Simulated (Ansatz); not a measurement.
Polymorphs of Y, each relaxed with PBE in the plane-wave PAW code Ansatz:

A: simple cubic (Pm-3m)
a = b = c = 3.267 Å, α = β = γ = 90.00°

| atom | site | symmetry | x | y | z |
|---|---|---|---|---|---|
| Y | 1a | m-3m | 0.0000 | 0.0000 | 0.0000 |

B: diamond (Fd-3m)
a = 7.042 Å, b = 7.042 Å, c = 7.042 Å, α = 90.00°, β = 90.00°, γ = 90.00°

```
atom  site  symmetry       x       y       z
----  ----  --------  ------  ------  ------
Y       8b      -43m  0.5000  0.5000  0.5000
```

C: dhcp (α-La type) (P6_3/mmc)
a = b = 3.5994 Å, c = 11.5743 Å, α = β = 90.00°, γ = 120.00°

```
atom  site  symmetry       x       y       z
----  ----  --------  ------  ------  ------
Y       2a      -3m.  0.0000  0.0000  0.0000
Y       2c      -6m2  0.3333  0.6667  0.2500
```

Rank these by energy per atom at 0 K (lowest first), as PBE gives it.

C (+0 meV/atom), A (+788 meV/atom), B (+1973 meV/atom)

Constructed cells (a structure type filled with these elements, in neither database checked): A. Typed or built starts, not in the databases checked: B. Not the usual ambient phase: A; B; C. Began spin-polarised and lost the moments: C. Unstable at this level: A. All cells were relaxed under the symmetry of their starts (and spin orders); stability against distortions was not tested throughout. Rows with no word on spin ran without spin polarisation. Scalar-relativistic: spin–orbit coupling is off unless named, which matters more the heavier the elements.

Energies hold the estimated change up to a 700 eV cutoff; steps of a few meV lie near the error of the meshes.

Potentials: the later of the program's two PAW sets.
